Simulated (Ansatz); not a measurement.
Starting cell, TiSi2 (C54 type, space group Fddd):

```yaml
crystal:
  lattice:
    - [0.00000, 4.11477, 4.26030]
    - [2.38957, 0.00000, 4.26030]
    - [2.38957, 4.11477, 0.00000]
  atoms:
    - { symbol: Si, position: [0.66253, 0.33747, 0.66253] }
    - { symbol: Si, position: [0.33747, 0.66253, 0.33747] }
    - { symbol: Si, position: [0.58747, 0.91253, 0.58747] }
    - { symbol: Si, position: [0.91253, 0.58747, 0.91253] }
    - { symbol: Ti, position: [0.00000, 0.00000, 0.00000] }
    - { symbol: Ti, position: [0.25000, 0.25000, 0.25000] }
```

In this cell atom 1 (Si, nearest neighbour Si at 2.519 Å; its periodic images, 4.8 Å or more away, move with it) is moved by s towards the nearest neighbour, unit vector (0.474, -0.245, 0.846); all other atoms and the cell stay fixed.

Level of theory: r2SCAN (plane waves to 500 eV, PAW, scalar-relativistic; Ansatz, a quantum-chemistry and plane-wave program). k mesh 10×10×10 (Γ-centred), Fermi-Dirac smearing 0.05 eV. The energy includes the smearing's −TS. With partly filled bands, energies and forces of such displacements shift with the k mesh and the smearing. TiSi2 is run without spin polarisation. TiSi2 was relaxed with its symmetry unable to fall. ΔE is measured from the undisplaced structure. The last digit holds for this mesh only.

| s (Å) | ΔE (meV/cell) |
|---|---|
| -0.760 | 3252.3 |
| -0.608 | 1895.7 |
| -0.456 | 984.9 |
| -0.304 | 412.6 |
| -0.152 | 100.0 |
| 0.000 | 0.0 |
| 0.152 | 105.2 |
| 0.304 | 459.0 |
| 0.456 | withheld |
| 0.608 | 2493.9 |
| 0.760 | 4780.5 |

Task: Fit a polynomial form (powers 2, 3, 4) to the given rows and predict ΔE at s = 0.456.

Result: Least squares on the 10 given rows: ΔE = (4316)·s² + (1644)·s³ + (4547)·s⁴, in meV/cell with s in Å; root-mean-square residual 42.23 meV/cell. At 0.456 the fit gives 1249.9 meV/cell; the calculation gives 1180.6 meV/cell, so the interpolation is off by 69.3 (+5.9 %). The quadratic term alone would give 897.5 meV/cell.

(For displaced atoms, the force is minus the slope of the energy, and its curvature is a force constant, which sets phonon frequencies.)
